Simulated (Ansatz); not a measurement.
# W₃O: energy along a strain

W₃O, Pm-3n, a = 4.885 Å. The structure is a Materials Project entry; whether it is the stable form wasn't checked. Ansatz: PBE, PAW, 420 eV, Γ-centred 8×8×8 mesh on 8 atoms, Gaussian smearing 0.15 eV; no spin polarisation. Cell vectors (Å): 4.885 0.000 0.000; 0.000 4.885 0.000; 0.000 0.000 4.885. The cell is strained by x per cent times the pattern (0 0 0 0 0 1) in the order xx yy zz yz xz xy (engineering shears), with fractional coordinates held. y is the free energy over the start, V0 = 14.567 Å³/atom. Symmetry makes y even in x.

| x (%) | y (meV/atom) |
| --- | --- |
| -6.00 | ? |
| -3.00 | 0.40 |
| 0.00 | 0.00 |
| 1.50 | 0.09 |
| 3.75 | 0.63 |
| 4.50 | 0.90 |
| 5.25 | 1.22 |

Task: Fit y = c2 x² + c4 x⁴ to the other rows, get the stiffness along the pattern, and predict the missing energy.

Result: Least squares on the rows shown. y = 0.04474 x² − 1.585×10⁻⁵ x⁴. The clamped-ion stiffness p·C·p = 2 × 0.4474 eV × 160.2 / 14.567 Å³ = 9.8 GPa, which is C66 in these axes (C44 of the cubic crystal). At x = -6.00 the fit asked for gives 1.59 meV/atom. The run gave 1.58 meV/atom, so the fit is 0.01 meV/atom too high, within twice the rms miss on the fitted rows (0.005 meV/atom).

Spin–orbit coupling is left out, which can shift energies with elements as heavy as these.

Cost: 7 runs of about 8.3 core-minutes in all, on AMD EPYC (Zen 3) (shared hosts).